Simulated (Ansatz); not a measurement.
**Cs₂HgSe₂, a database entry at a rescaled volume**

```
Hg Cs Se
1.0
     8.25436    0.00000    0.00000
     0.00000   10.41786    0.00000
     0.00000    0.00000    4.75118
Hg Cs Se
2 4 4
Direct
  0.50000 0.50000 0.00000
  0.00000 0.00000 0.00000
  0.39222 0.83311 0.50000
  0.60778 0.16689 0.50000
  0.89222 0.66689 0.50000
  0.10778 0.33311 0.50000
  0.23025 0.59445 0.00000
  0.76975 0.40555 0.00000
  0.73025 0.90555 0.00000
  0.26975 0.09445 0.00000
```

Method: PBE, no spin polarisation; PAW, plane waves to 420 eV, 3×3×6 Γ-centred mesh, fermi-dirac occupations (width 0.1 eV) (Ansatz 0.2.0), atoms fixed.

(1) Metal or insulator? Give the gap.

(2) Which element gives electrons and which takes them?

(3) What do density and ELF say about some of the short contacts?

(4) What does the stress say?

Origin: a database entry at a rescaled volume. Caveats: no spin-orbit coupling, which can shift this gap by tenths of an eV.

## Answers

(1) The gap is 1.93 eV, indirect (the least direct gap found is 1.96 eV). A semilocal functional usually gives too small a gap.

(2) Bader charges in e: Cs +0.77, Hg +0.14, Se -0.84. In the mean Cs gives up most and Se takes most.

(3) Hg–Se at 2.43 Å: least valence density 0.62 e/Å³ and ELF 0.52 there. Cs–Se at 3.69 Å: least valence density 0.07 e/Å³ and ELF 0.08 there, a closed-shell (ionic or weak) contact. Cs–Cs at 3.91 Å: least valence density 0.04 e/Å³ and ELF 0.02 there, so no covalent bond. Both are smooth PAW fields, read partly inside the augmentation spheres.

(4) The pressure is 1.1 GPa (compression positive), so with the atoms held at these fractions the cell would first expand.
